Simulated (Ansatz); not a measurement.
Here is the system:

SnTe (rock salt)

```yaml
crystal:
  lattice:
    - [0.00000, 3.20463, 3.20463]
    - [3.20463, 0.00000, 3.20463]
    - [3.20463, 3.20463, 0.00000]
  atoms:
    - { symbol: Te, position: [0.00000, 0.00000, 0.00000] }
    - { symbol: Sn, position: [0.50000, 0.50000, 0.50000] }
```

In each cell atom 2 (Sn, nearest neighbour Te at 3.205 Å; its periodic images, 4.5 Å or more away, move with it) moves by s·(0.577, 0.577, 0.577) (along Cartesian [111]), the rest being held.

Method: PBE (plane waves to 420 eV, PAW, scalar-relativistic; Ansatz, a quantum-chemistry and plane-wave program). k mesh 10×10×10 (Γ-centred), Fermi-Dirac smearing 0.05 eV. E stands for the smeared free energy. SnTe was relaxed with its symmetry unable to fall. Spin-orbit coupling is left out, though Te is heavy. The PAW data are Ansatz's earlier set. The zero of ΔE is the undisplaced structure.

The scan covers s from -0.960 to 0.960 Å in 11 points.

### Question
Is the energy the same for equal positive and negative displacements?

### Answer
Even: the same for both signs. With its periodic images moving along, the atom's site symmetry in this cell is m-3m.

### Question
What force acts on the atom along the line at s = -0.960 Å?

### Answer
2.21 eV/Å.

### Question
What is the energy change at s = 0.960 Å?

### Answer
855 meV/cell.

(A displaced cell: forces are minus the slopes of the energy, force constants its curvatures, and phonons follow from these.)
